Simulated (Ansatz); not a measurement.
**What DFT gives for SrPdF$_{2}$**

```
F Pd Sr
1.0
     3.74610    0.00000    0.00000
     1.87305   -8.55719    0.00000
     0.00000    0.00000   -4.07331
F Pd Sr
4 2 2
Cartesian
  3.7461 -0.9926 -3.0550
  1.8730 -7.5646 -1.0183
  1.8730 -5.4595 -3.0550
  3.7461 -3.0977 -1.0183
  1.8730 -7.4961 -3.0550
  3.7461 -1.0611 -1.0183
  1.8730 -3.0806 -3.0550
  3.7461 -5.4766 -1.0183
```

Level: r2SCAN, no spin polarisation; 500 eV; 7×7×7 Γ-centred mesh; fermi-dirac occupations (width 0.1 eV); Ansatz 0.2.0, fixed geometry.

(1) What does the stress say?

(2) Metal or insulator?

(3) Which element gives electrons and which takes them?

(4) What do density and ELF say about some of the short contacts?

Origin: a known structure type with other elements, at an estimated volume, so it need not be a known compound. Caveats: many states at the Fermi level without spin polarisation, so a magnetic state may lie lower; atoms or cell far from equilibrium.

Results:

(1) The pressure is 17.6 GPa (compression positive), so with the atoms held at these fractions the cell would first expand; the forces are large, so a full relaxation may end otherwise. The principal stresses 0.3, 26.1, 26.5 GPa differ, so its shape would change too.

(2) It is a metal, with about 4.9 states/eV a cell as the mean within 0.25 eV of the Fermi level.

(3) Bader charges in e: Sr +1.31, Pd +0.36, F -0.93 to -0.74. In the mean Sr gives up most and F takes most.

(4) F–Pd at 2.04 Å: least valence density 0.61 e/Å³ and ELF 0.10 there. F–Sr at 2.38 Å: least valence density 0.28 e/Å³ and ELF 0.07 there. These are pseudo-fields; inside the PAW spheres they differ from the all-electron ones.
